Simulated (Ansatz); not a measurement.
Level of theory: DFT PBE, scalar-relativistic, plane waves, PAW (Ansatz 0.2.0). Settings: cutoff 420 eV, Γ-centred meshes spaced at most about 0.3 Å⁻¹, and about 0.25 Å⁻¹ or finer for metals (2π included), Gaussian smearing. Collinear spin in cells that started with moments and kept them past the coarse steps, no spin elsewhere.

Temperature and zero-point effects are left out. All come from trial cells, and lower structures may exist.

Question: Which of these relaxed structures of MnAl5 is the lowest in energy?
A.

```
CELL_PARAMETERS angstrom
6.56489 0.00000 0.00000
0.00000 6.56489 0.00000
0.00000 0.00000 2.74246
ATOMIC_POSITIONS crystal
Mn 0.50000 0.50000 0.50000
Al 0.80833 0.50000 0.00000
Al 0.19167 0.50000 0.00000
Al 0.50000 0.19167 0.00000
Al 0.50000 0.80833 0.00000
Al 0.00000 0.00000 0.50000
```

B.

```
CELL_PARAMETERS angstrom
4.44738 0.00000 0.00000
-2.22369 3.85154 0.00000
0.00000 0.00000 5.15872
ATOMIC_POSITIONS crystal
Mn 0.00000 0.00000 0.50000
Al 0.66667 0.33333 0.74324
Al 0.00000 0.00000 0.00000
Al 0.66667 0.33333 0.25676
Al 0.33333 0.66667 0.25676
Al 0.33333 0.66667 0.74324
```

C.

```
CELL_PARAMETERS angstrom
4.93681 0.00000 0.00000
0.00000 4.50836 0.00000
-0.87148 0.00000 8.36334
ATOMIC_POSITIONS crystal
Mn 0.00000 0.34399 0.25000
Mn 0.00000 0.65601 0.75000
Al 0.75996 0.16501 0.65857
Al 0.75996 0.83499 0.15857
Al 0.50000 0.30494 0.25000
Al 0.50000 0.69506 0.75000
Al 0.22914 0.33860 0.53064
Al 0.22914 0.66140 0.03064
Al 0.24004 0.83499 0.34143
Al 0.24004 0.16501 0.84143
Al 0.77086 0.66140 0.46936
Al 0.77086 0.33860 0.96936
```

D.

```
CELL_PARAMETERS angstrom
5.21428 0.00000 0.00000
-2.60714 4.51570 0.00000
0.00000 0.00000 4.59591
ATOMIC_POSITIONS crystal
Mn 0.00000 0.00000 0.00000
Al 0.33333 0.66667 0.00000
Al 0.66667 0.33333 0.00000
Al 0.50000 0.00000 0.50000
Al 0.50000 0.50000 0.50000
Al 0.00000 0.50000 0.50000
```

Answer: C. It has space group P2/c (No. 13); the next, B, with space group P6/mmm (No. 191), lies 134 meV/atom higher. Largest moments: C no spin, B no spin, A 1.3 μB, D 4.0 μB. Counting all near atoms (those within 1.25 times the shortest distance at each site; a plus sign parts nearer from farther groups; a slash parts the counts of unlike sites), the lowest has Mn 10, Al 10/10+1/11 and the next has Mn 2+12, Al 11/2+12.

The magnetic state reached may not be the lowest. Trial moments died out on the coarse mesh in P2/c and P6/mmm; another magnetic start might hold. Cells relaxed within their symmetry can be saddle points. The P2/c cell of MnAl5 came from shaking the P6/mmm one. Some types were kept out of the candidates beforehand, so the set may lack a known form.
